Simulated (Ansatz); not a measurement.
AlNi₃ (Cu3Au type)

```xyz
4
Lattice="3.5261 0.0000 0.0000 0.0000 3.5261 0.0000 0.0000 0.0000 3.5261" Properties=species:S:1:pos:R:3 pbc="T T T"
Al     0.0000     0.0000     0.0000
Ni     0.0000     1.7631     1.7631
Ni     1.7631     0.0000     1.7631
Ni     1.7631     1.7631     0.0000
```

The volume is varied about the relaxed value V₀ at fixed cell shape. Symmetry pins the atoms to their sites.

Level of theory: r2SCAN (plane waves to 500 eV, PAW, scalar-relativistic; Ansatz, a first-principles code). k mesh 13×13×13 (Γ-centred), Fermi-Dirac smearing 0.05 eV. Energies are smeared free energies. AlNi3 was relaxed with its symmetry unable to fall. Relaxed AlNi3 ends ferromagnetic. Other magnetic orders were not checked, so this need not be the ground state. ΔE is measured from the relaxed starting cell.

**Question.** What ΔE (kJ/mol of atoms) and moment (μB/cell) does the calculation give at V/V₀ = 0.940, 0.955, 0.970, 0.985, 1.030?

**Answer.** 
```json
[
 {"V/V₀": "0.940", "ΔE (kJ/mol of atoms)": "2.7", "moment (μB/cell)": "0.85"},
 {"V/V₀": "0.955", "ΔE (kJ/mol of atoms)": "1.5", "moment (μB/cell)": "0.86"},
 {"V/V₀": "0.970", "ΔE (kJ/mol of atoms)": "0.6", "moment (μB/cell)": "0.87"},
 {"V/V₀": "0.985", "ΔE (kJ/mol of atoms)": "0.2", "moment (μB/cell)": "0.88"},
 {"V/V₀": "1.030", "ΔE (kJ/mol of atoms)": "0.6", "moment (μB/cell)": "0.91"}
]
```

(A scan under strain: stresses follow from slopes of the energy per volume, elastic moduli from its curvatures.)
